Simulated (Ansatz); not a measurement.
RbLiZnS₂ in space group I-4m2 (No. 119; Rb on 2a, Li on 2d, Zn on 2c, S on 4e), PBEsol in the plane-wave PAW code Ansatz. The conduction-band minimum lies at Γ, with 1 equivalent valley. Second derivatives d²E/dk² of the lowest band at one valley (eV·Å²), along Cartesian directions:

```
direction  d²E/dk²
---------  -------
[100]        33.23
[010]        33.23
[001]        26.76
[110]        33.26
[101]        30.00
[011]        30.00
```

Question: Find the principal effective masses, the density-of-states mass and the conductivity mass.

Answer: Off-diagonal terms follow from H_xy = H[110] − (H_xx + H_yy)/2, and m*/mₑ = 7.620 eV·Å² over each eigenvalue: 0.23, 0.23, 0.28. One valley's DOS mass (m₁m₂m₃)^(1/3) = 0.25, conductivity mass 3/(Σ 1/mᵢ) = 0.25 mₑ.

Question: What effective density of states Nc follows at 300 K for parabolic valleys?

Answer: Nc = 2.509e19 × 1 × (0.25)^(3/2) ≈ 3.1e18 cm⁻³.

The first step of the workflow began from a Materials Project structure, measured or hypothetical; the Crystallography Open Database copy checked does not list it. With Li and Zn taken as one species the cell has the higher symmetry I4/mmm, so it may be an ordered model of a mixed-site phase. Whether it is the stable phase at ambient conditions was not checked. The cell was relaxed with PBEsol under the symmetry of its start; its stability against distortions is not shown here. Spin–orbit coupling is left out wherever it is not named.

Potentials: the later of the program's two PAW sets.

Edges and masses are those of Kohn–Sham bands, whose gap is no quasiparticle gap.
